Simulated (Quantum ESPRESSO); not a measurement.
## Al7InAs8 (one run as intended and one with a planted mistake)

A calculation, not a measurement. The program is pw.x of Quantum ESPRESSO 7.5 (plane-wave density functional theory). The cell is made up: 16 atoms on a doubled zincblende/diamond lattice, with randomly drawn elements, strain and displacements, not relaxed. PseudoDojo standard norm-conserving files (v0.5 for PBE, v0.4.1 for LDA and PBEsol) set the functional; there is no spin polarisation, spin-orbit coupling or dispersion term, and the masses in the input are unused placeholders.

Intended input:

```
&control calculation='scf', pseudo_dir='./dojo.nc.sr.pbe.v0_5.standard.upf', outdir='./o', disk_io='low', tprnfor=.true., tstress=.true. /
&system ibrav=0, nat=16, ntyp=3, nbnd=83, ecutwfc=84.00895049, nosym=.true., tot_charge=0,
 occupations='smearing', smearing='fd', degauss=0.0018374661
/
&electrons conv_thr=7.350e-09, electron_maxstep=60, /
ATOMIC_SPECIES
Al 1.0 Al.upf
As 1.0 As.upf
In 1.0 In.upf
CELL_PARAMETERS angstrom
5.7096 0.0 0.0
0.0 5.7096 0.0
0.0 0.0 11.4193
ATOMIC_POSITIONS angstrom
Al 0.0287 -0.0154 -0.0277
Al -0.0445 2.7679 2.8446
Al 2.871 0.0137 2.765
Al 2.7975 2.8659 0.0984
Al -0.0335 0.0198 5.7388
In 0.0218 2.7792 8.6122
Al 2.8259 -0.0234 8.6031
Al 2.9421 2.8837 5.7444
As 1.3324 1.5185 1.4078
As 1.4236 4.1155 4.2536
As 4.2793 1.3871 4.2447
As 4.3764 4.207 1.4746
As 1.4085 1.4289 7.1719
As 1.3953 4.3374 10.0214
As 4.2985 1.4531 9.9671
As 4.3245 4.3395 7.1574
K_POINTS automatic
4 4 2 1 1 1
```

The log is shortened where brackets say so; the opening notice, blank lines, dates and the lines on written files are dropped, and the path of the files is cut. It prints rydbergs, bohrs and kilobars, and counts compression as positive stress.

Log of the intended run:

```
     Program PWSCF v.7.5
     Parallel version (MPI & OpenMP), running on       4 processor cores
     Number of MPI processes:                 4
     Threads/MPI process:                     1
     [start-up lines left out]
     bravais-lattice index     =            0
     lattice parameter (alat)  =      10.7896  a.u.
     unit-cell volume          =    2512.1609 (a.u.)^3
     number of atoms/cell      =           16
     number of atomic types    =            3
     number of electrons       =       154.00
     number of Kohn-Sham states=           83
     kinetic-energy cutoff     =      84.0090  Ry
     charge density cutoff     =     336.0358  Ry
     scf convergence threshold =      7.3E-09
     mixing beta               =       0.7000
     number of iterations used =            8  plain     mixing
     Exchange-correlation= PBE
                           (   1   4   3   4   0   0   0)
     [axes and pseudopotential details left out]
   Cartesian axes
     site n.     atom                  positions (alat units)
         1        Al     tau(   1) = (   0.0050266  -0.0026972  -0.0048515  )
         2        Al     tau(   2) = (  -0.0077939   0.4847800   0.4982135  )
         3        Al     tau(   3) = (   0.5028373   0.0023995   0.4842721  )
         4        Al     tau(   4) = (   0.4899643   0.5019441   0.0172341  )
         5        Al     tau(   5) = (  -0.0058673   0.0034678   1.0051142  )
         6        In     tau(   6) = (   0.0038181   0.4867591   1.5083719  )
         7        Al     tau(   7) = (   0.4949383  -0.0040984   1.5067781  )
         8        Al     tau(   8) = (   0.5152900   0.5050617   1.0060950  )
         9        As     tau(   9) = (   0.2333614   0.2659556   0.2465672  )
        10        As     tau(  10) = (   0.2493345   0.7208036   0.7449909  )
        11        As     tau(  11) = (   0.7494921   0.2429417   0.7434321  )
        12        As     tau(  12) = (   0.7664985   0.7368292   0.2582668  )
        13        As     tau(  13) = (   0.2466898   0.2502627   1.2561125  )
        14        As     tau(  14) = (   0.2443779   0.7596679   1.7551843  )
        15        As     tau(  15) = (   0.7528548   0.2545012   1.7456740  )
        16        As     tau(  16) = (   0.7574086   0.7600357   1.2535729  )
     number of k points=    16  Fermi-Dirac smearing, width (Ry)=  0.0018
                       cart. coord. in units 2pi/alat
        k(    1) = (   0.1250000   0.1250000   0.1249989), wk =   0.1250000
        k(    2) = (   0.1250000   0.1250000  -0.1249989), wk =   0.1250000
     [further k points left out]
     Dense  grid:   261561 G-vectors     FFT dimensions: (  64,  64, 125)
     Estimated max dynamical RAM per process >     681.79 MB
     Estimated total dynamical RAM >       2.48 GB
     Initial potential from superposition of free atoms
     starting charge     153.9771, renormalised to     154.0000
     Starting wfcs are  109 randomized atomic wfcs
     total cpu time spent up to now is        6.2 secs
     per-process dynamical memory:   463.1 Mb
     Self-consistent Calculation
     iteration #  1     ecut=    84.01 Ry     beta= 0.70
     Davidson diagonalization with overlap
     ethr =  1.00E-02,  avg # of iterations =  4.0
     Threshold (ethr) on eigenvalues was too large:
     Diagonalizing with lowered threshold
     Davidson diagonalization with overlap
     ethr =  3.26E-04,  avg # of iterations =  2.4
     total cpu time spent up to now is       30.7 secs
     total energy              =   -1862.75399612 Ry
     estimated scf accuracy    <       0.53271934 Ry
     iteration #  2     ecut=    84.01 Ry     beta= 0.70
     Davidson diagonalization with overlap
     ethr =  3.46E-04,  avg # of iterations =  6.5
     total cpu time spent up to now is       44.4 secs
     total energy              =   -1862.83401273 Ry
     estimated scf accuracy    <       0.08578755 Ry
     [iterations 3 to 10 left out]
     iteration # 11     ecut=    84.01 Ry     beta= 0.70
     Davidson diagonalization with overlap
     ethr =  5.15E-11,  avg # of iterations =  4.0
     total cpu time spent up to now is      164.5 secs
     total energy              =   -1862.85901686 Ry
     estimated scf accuracy    <       0.00000003 Ry
     iteration # 12     ecut=    84.01 Ry     beta= 0.70
     Davidson diagonalization with overlap
     ethr =  2.02E-11,  avg # of iterations =  3.0
     total cpu time spent up to now is      176.9 secs
     End of self-consistent calculation
     [lines on levels left out]
!    total energy              =   -1862.85901687 Ry
     estimated scf accuracy    <          6.3E-10 Ry
     smearing contrib. (-TS)   =      -0.00000000 Ry
     internal energy E=F+TS    =   -1862.85901687 Ry
     The total energy is F=E-TS. E is the sum of the following terms:
     one-electron contribution =   -1167.68996290 Ry
     hartree contribution      =     651.86700650 Ry
     xc contribution           =    -435.62598857 Ry
     ewald contribution        =    -911.41007189 Ry
     convergence has been achieved in  12 iterations
     Forces acting on atoms (cartesian axes, Ry/au):
     atom    1 type  1   force =    -0.02626863    0.01511333    0.01555863
     atom    2 type  1   force =     0.00601522    0.01292829    0.03371329
     atom    3 type  1   force =    -0.02162948   -0.01968854    0.01569034
     atom    4 type  1   force =     0.02607673    0.01398897   -0.03273682
     atom    5 type  1   force =     0.02909467   -0.01301348   -0.02846732
     atom    6 type  3   force =     0.00473276    0.06025387   -0.01837645
     atom    7 type  1   force =     0.00982272    0.01211582   -0.00966879
     atom    8 type  1   force =    -0.01457956   -0.01290430   -0.00477395
     atom    9 type  2   force =     0.02517763   -0.05352980   -0.00405775
     atom   10 type  2   force =     0.00331922    0.05147285    0.00695209
     atom   11 type  2   force =    -0.01176826   -0.00245984    0.01711432
     atom   12 type  2   force =    -0.02864990    0.03413897   -0.02757049
     atom   13 type  2   force =     0.06702279   -0.04413382   -0.06092385
     atom   14 type  2   force =     0.05198024   -0.00068449    0.02525509
     atom   15 type  2   force =    -0.08407492   -0.06238966    0.08075935
     atom   16 type  2   force =    -0.03627122    0.00879184   -0.00846769
     Total force =     0.232278     Total SCF correction =     0.000181
     Computing stress (Cartesian axis) and pressure
          total   stress  (Ry/bohr**3)                   (kbar)     P=       36.25
   0.00024827   0.00002729  -0.00008296           36.52        4.01      -12.20
   0.00002729   0.00023938  -0.00000358            4.01       35.21       -0.53
  -0.00008296  -0.00000358   0.00025154          -12.20       -0.53       37.00
     init_run     :      5.76s CPU      5.96s WALL (       1 calls)
     electrons    :    168.57s CPU    170.72s WALL (       1 calls)
     forces       :      2.58s CPU      2.64s WALL (       1 calls)
     stress       :      7.58s CPU      7.77s WALL (       1 calls)
     [timing details left out]
     PWSCF        :   3m 4.81s CPU   3m 7.48s WALL
     JOB DONE.
```

A second run has one planted mistake: the plane-wave cutoff is too low. The input lines that differ, file-writing options aside:

```
- &system ibrav=0, nat=16, ntyp=3, nbnd=83, ecutwfc=84.00895049, nosym=.true., tot_charge=0,
+ &system ibrav=0, nat=16, ntyp=3, nbnd=83, ecutwfc=62.10635448, nosym=.true., tot_charge=0,
```

Its log:

```
     Program PWSCF v.7.5
     Parallel version (MPI & OpenMP), running on       4 processor cores
     Number of MPI processes:                 4
     Threads/MPI process:                     1
     [start-up lines left out]
     bravais-lattice index     =            0
     lattice parameter (alat)  =      10.7896  a.u.
     unit-cell volume          =    2512.1609 (a.u.)^3
     number of atoms/cell      =           16
     number of atomic types    =            3
     number of electrons       =       154.00
     number of Kohn-Sham states=           83
     kinetic-energy cutoff     =      62.1064  Ry
     charge density cutoff     =     248.4254  Ry
     scf convergence threshold =      7.3E-09
     mixing beta               =       0.7000
     number of iterations used =            8  plain     mixing
     Exchange-correlation= PBE
                           (   1   4   3   4   0   0   0)
     [axes and pseudopotential details left out]
   Cartesian axes
     site n.     atom                  positions (alat units)
         1        Al     tau(   1) = (   0.0050266  -0.0026972  -0.0048515  )
         2        Al     tau(   2) = (  -0.0077939   0.4847800   0.4982135  )
         3        Al     tau(   3) = (   0.5028373   0.0023995   0.4842721  )
         4        Al     tau(   4) = (   0.4899643   0.5019441   0.0172341  )
         5        Al     tau(   5) = (  -0.0058673   0.0034678   1.0051142  )
         6        In     tau(   6) = (   0.0038181   0.4867591   1.5083719  )
         7        Al     tau(   7) = (   0.4949383  -0.0040984   1.5067781  )
         8        Al     tau(   8) = (   0.5152900   0.5050617   1.0060950  )
         9        As     tau(   9) = (   0.2333614   0.2659556   0.2465672  )
        10        As     tau(  10) = (   0.2493345   0.7208036   0.7449909  )
        11        As     tau(  11) = (   0.7494921   0.2429417   0.7434321  )
        12        As     tau(  12) = (   0.7664985   0.7368292   0.2582668  )
        13        As     tau(  13) = (   0.2466898   0.2502627   1.2561125  )
        14        As     tau(  14) = (   0.2443779   0.7596679   1.7551843  )
        15        As     tau(  15) = (   0.7528548   0.2545012   1.7456740  )
        16        As     tau(  16) = (   0.7574086   0.7600357   1.2535729  )
     number of k points=    16  Fermi-Dirac smearing, width (Ry)=  0.0018
                       cart. coord. in units 2pi/alat
        k(    1) = (   0.1250000   0.1250000   0.1249989), wk =   0.1250000
        k(    2) = (   0.1250000   0.1250000  -0.1249989), wk =   0.1250000
     [further k points left out]
     Dense  grid:   166109 G-vectors     FFT dimensions: (  60,  60, 120)
     Estimated max dynamical RAM per process >     442.20 MB
     Estimated total dynamical RAM >       1.61 GB
     Initial potential from superposition of free atoms
     starting charge     153.9771, renormalised to     154.0000
     Starting wfcs are  109 randomized atomic wfcs
     total cpu time spent up to now is        4.3 secs
     per-process dynamical memory:   312.4 Mb
     Self-consistent Calculation
     iteration #  1     ecut=    62.11 Ry     beta= 0.70
     Davidson diagonalization with overlap
     ethr =  1.00E-02,  avg # of iterations =  4.0
     Threshold (ethr) on eigenvalues was too large:
     Diagonalizing with lowered threshold
     Davidson diagonalization with overlap
     ethr =  3.39E-04,  avg # of iterations =  2.2
     total cpu time spent up to now is       17.5 secs
     total energy              =   -1862.12080232 Ry
     estimated scf accuracy    <       0.55427918 Ry
     iteration #  2     ecut=    62.11 Ry     beta= 0.70
     Davidson diagonalization with overlap
     ethr =  3.60E-04,  avg # of iterations =  6.5
     total cpu time spent up to now is       24.9 secs
     total energy              =   -1862.19655943 Ry
     estimated scf accuracy    <       0.07998560 Ry
     [iterations 3 to 10 left out]
     iteration # 11     ecut=    62.11 Ry     beta= 0.70
     Davidson diagonalization with overlap
     ethr =  6.86E-11,  avg # of iterations =  3.9
     total cpu time spent up to now is       89.9 secs
     total energy              =   -1862.22194418 Ry
     estimated scf accuracy    <          9.3E-09 Ry
     iteration # 12     ecut=    62.11 Ry     beta= 0.70
     Davidson diagonalization with overlap
     ethr =  6.02E-12,  avg # of iterations =  4.0
     total cpu time spent up to now is       97.7 secs
     End of self-consistent calculation
     [lines on levels left out]
!    total energy              =   -1862.22194418 Ry
     estimated scf accuracy    <          2.0E-09 Ry
     smearing contrib. (-TS)   =      -0.00000000 Ry
     internal energy E=F+TS    =   -1862.22194418 Ry
     The total energy is F=E-TS. E is the sum of the following terms:
     one-electron contribution =   -1166.06316430 Ry
     hartree contribution      =     650.43460776 Ry
     xc contribution           =    -435.18331574 Ry
     ewald contribution        =    -911.41007190 Ry
     convergence has been achieved in  12 iterations
     Forces acting on atoms (cartesian axes, Ry/au):
     atom    1 type  1   force =    -0.02621312    0.01507337    0.01551783
     atom    2 type  1   force =     0.00601749    0.01294164    0.03367061
     atom    3 type  1   force =    -0.02159397   -0.01968724    0.01572642
     atom    4 type  1   force =     0.02602981    0.01394826   -0.03268268
     atom    5 type  1   force =     0.02903748   -0.01302903   -0.02842214
     atom    6 type  3   force =     0.00467146    0.06024053   -0.01835954
     atom    7 type  1   force =     0.00980003    0.01209539   -0.00965130
     atom    8 type  1   force =    -0.01460894   -0.01285808   -0.00479879
     atom    9 type  2   force =     0.02522401   -0.05344385   -0.00402676
     atom   10 type  2   force =     0.00334350    0.05143495    0.00695989
     atom   11 type  2   force =    -0.01173594   -0.00247037    0.01711674
     atom   12 type  2   force =    -0.02867621    0.03406596   -0.02757550
     atom   13 type  2   force =     0.06714829   -0.04418578   -0.06099884
     atom   14 type  2   force =     0.05210409   -0.00052031    0.02524506
     atom   15 type  2   force =    -0.08419627   -0.06245288    0.08083057
     atom   16 type  2   force =    -0.03635171    0.00884745   -0.00855156
     Total force =     0.232388     Total SCF correction =     0.000289
     Computing stress (Cartesian axis) and pressure
          total   stress  (Ry/bohr**3)                   (kbar)     P=     -355.62
  -0.00241562   0.00002734  -0.00008302         -355.35        4.02      -12.21
   0.00002734  -0.00242430  -0.00000357            4.02     -356.63       -0.52
  -0.00008302  -0.00000357  -0.00241239          -12.21       -0.52     -354.87
     init_run     :      4.04s CPU      4.20s WALL (       1 calls)
     electrons    :     91.85s CPU     93.44s WALL (       1 calls)
     forces       :      1.70s CPU      1.74s WALL (       1 calls)
     stress       :      5.17s CPU      5.29s WALL (       1 calls)
     [timing details left out]
     PWSCF        :   1m42.85s CPU   1m44.82s WALL
     JOB DONE.
```

```
                                            intended run  run with the mistake
                          free energy (eV)    -25345.488            -25336.820
                    smearing term -TS (eV)        0.0000                0.0000
                            pressure (GPa)          3.62                -35.56
            largest force component (eV/Å)         2.162                 2.165
largest change of a force component (eV/Å)                               0.004
                                iterations            12                    12
```

For scale, a rerun of the intended cell at 1437 eV and a 6 x 6 x 4 mesh moved values by no more than 0.017 eV in energy, 0.02 GPa in stress and 0.002 eV/Å in force.